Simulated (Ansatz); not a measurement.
MgPt3:
```
CELL_PARAMETERS angstrom
      3.87974     0.00000     0.00000
      0.00000     3.87974     0.00000
      0.00000     0.00000     3.87974
ATOMIC_POSITIONS crystal
  Mg 0.00000 0.00000 0.00000
  Pt 0.50000 0.50000 0.00000
  Pt 0.00000 0.50000 0.50000
  Pt 0.50000 0.00000 0.50000
```

Relaxed with LDA. Special points in fractions of this cell's reciprocal vectors: Γ (0.000, 0.000, 0.000); X (0.000, 0.500, 0.000); M (0.500, 0.500, 0.000); R (0.500, 0.500, 0.500).

Question: List the band energies nearest the Fermi level at these points for plane-wave PAW LDA (Ansatz code).

Answer: In eV from the Fermi level; about four levels below and three above (degenerate sets whole), none deeper than 8.9 eV; points with the same levels are listed once.

```csv
k,below,above
Γ,-2.22 -2.22 -2.22 -0.74 -0.74,0.32 0.78 0.78 0.78
X,-1.93 -1.93 -1.76 -0.58,0.79 6.33 6.33
M,-2.39 -2.39 -2.18 -1.59 -1.34,0.13 2.14 2.14
R,-0.64 -0.64 -0.64 -0.29,0.32 0.32 0.32
```

Space group Pm-3m (Cu3Au type). The workflow started from an entry of the Crystallography Open Database (COD); the relaxed space group is not among those it files for this formula. COD files the formula under space group No. 123, so this cell is another polymorph or a model. Its standing as an ambient phase is unchecked. Symmetry was held in the LDA relaxation; of distortions, only those at the zone centre were tested. No spin polarisation was allowed. Spin–orbit coupling is left out wherever it is not named.

Potentials: the later of the program's two PAW sets.
